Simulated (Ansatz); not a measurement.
GaN (CsCl type, Pm-3m), DFT-PBEsol in the program Ansatz with PAW potentials, all energies at zero smearing, with the estimated change up to a 700 eV cutoff added, with one set of potentials and settings (totals compare only within such a set). Cell of 2 atoms (1 Ga, 1 N): -4119.657 eV.

```
element            reference phase  E (eV/atom)
-------  -------------------------  -----------
Ga       Cmce, 4 atoms in the cell   -3743.2073
N        Pa-3, 8 atoms in the cell    -378.4910
```

Formation energy per atom, worked out: (-4119.657 − 1×(-3743.2073) − 1×(-378.4910))/2 = 1.021 eV/atom (98 kJ per mol of atoms), at 0 K, without zero-point energy or fitted corrections.

The cell is a constructed one: a structure type filled with these elements; neither database checked (COD, Materials Project) lists it. It is not the phase usual at ambient conditions (space group No. 186, 216). The PBEsol relaxation kept the symmetry of its start. At this level the phase is dynamically unstable (imaginary phonons). The references are the lowest solids computed at this level, not always the standard phases (solids in place of the gases).

Potentials: the earlier of the program's two PAW sets. The files were generated under PBE; for other functionals the program regenerates the frozen cores, and for LDA and PBEsol the local potential too.
